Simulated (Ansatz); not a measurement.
## Mg₂Se: reading a single point

```
CELL_PARAMETERS angstrom
0.00000 4.15329 0.00000
4.15329 0.00000 0.00000
2.07665 2.07665 -7.27706
ATOMIC_POSITIONS crystal
Mg 0.50000 0.00000 0.00000
Mg 0.00000 0.50000 0.00000
Mg 0.33400 0.33400 0.33200
Mg 0.66600 0.66600 0.66800
Se 0.14000 0.14000 0.72000
Se 0.86000 0.86000 0.28000
```

The numbers come from plane-wave PAW DFT (Ansatz): PBEsol, spin-orbit coupling, 420 eV, 6×6×6 Γ-centred k points, fermi-dirac occupations (width 0.1 eV). Nothing was relaxed.

The state carries no moments; the state need not be the lowest.

(1) How is the charge shared?

(2) Is it stable against the elements?

(3) Metal or insulator?

(4) Is the cell too large or too small?

(5) Where is the largest force?

Origin: a known structure type with other elements, at an estimated volume, so it need not be a known compound.

Answers

(1) Bader charges in e: Mg +0.82 to +1.25, Se -2.07. In the mean Mg gives up most and Se takes most.

(2) -0.47 eV an atom against the elements' usual phases (free molecules for gases, crystals otherwise, with no correction for O₂ or N₂), so it is bound against them; other compounds may still compete. Relaxing would lower it.

(3) It is a metal, with about 2.5 states/eV a cell as the mean within 0.25 eV of the Fermi level.

(4) The pressure is 1.3 GPa (compression positive), so with the atoms held at these fractions the cell would first expand.

(5) The largest is on Se5 (and as large on other atoms): 0.33 eV/Å, components (0.00, 0.00, 0.33). It makes 0° with the line to a nearest neighbour, Mg3 at 2.82 Å, pointing towards it.
